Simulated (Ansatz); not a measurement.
## YSe, one cell by several methods

```
Y Se
1.0
     0.05750    2.90375    2.90375
     2.90375    0.05750    2.90375
     2.90375    2.90375    0.05750
Y Se
1 1
Direct
  0.00000 0.00000 0.00000
  0.50000 0.50000 0.50000
```

Atoms are numbered in the order listed.

Conventional cell: a = 4.025 Å, b = 4.025 Å, c = 10.158 Å, α = 90.00°, β = 90.00°, γ = 120.00°. Around Y (atom 1) lie 6 Se at 2.88 Å. Se (atom 2) is surrounded by 6 Y at 2.88 Å.

The cell comes from COD entry 1527462, which wasn't checked; take it as a given geometry. The listed cell was then made from it by scaling, straining or moving an atom.

Spin polarisation is left out, and whether a magnetic state lies lower isn't shown here.

Methods: DFT, LDA, PAW with Ansatz's default frozen-core files, scalar-relativistic (Ansatz 0.2.0); DFT, LDA, all-electron LAPW, scalar-relativistic (Ansatz 0.2.0).

For PAW: a Γ-centred 7×7×7 k mesh, Fermi–Dirac smearing of 0.03 eV, cutoff 420 eV, no spin polarisation; the PAW files were made with PBE, and the program remakes their frozen cores for this functional. LAPW targets a basis error of 0.25 meV/atom. The Ansatz runs share mesh, smearing and spin set-up. Plane-wave (PAW) pressures include the program's estimate of the Pulay term.

Stress and pressure are positive in compression.

The change that made this cell: equal xy, yz and zx engineering shear strains of +2 %.

PAW results:

| quantity | PAW |
| --- | --- |
| pressure (GPa) | -4.64 |
| stress yz (GPa) | -0.17 |
| stress xz (GPa) | -0.17 |
| stress xy (GPa) | -0.17 |

(1) What does all-electron LAPW give for the same quantities?

Results:

(1) 
| quantity | LAPW |
| --- | --- |
| pressure (GPa) | -4.63 |
| stress yz (GPa) | -0.17 |
| stress xz (GPa) | -0.17 |
| stress xy (GPa) | -0.17 |
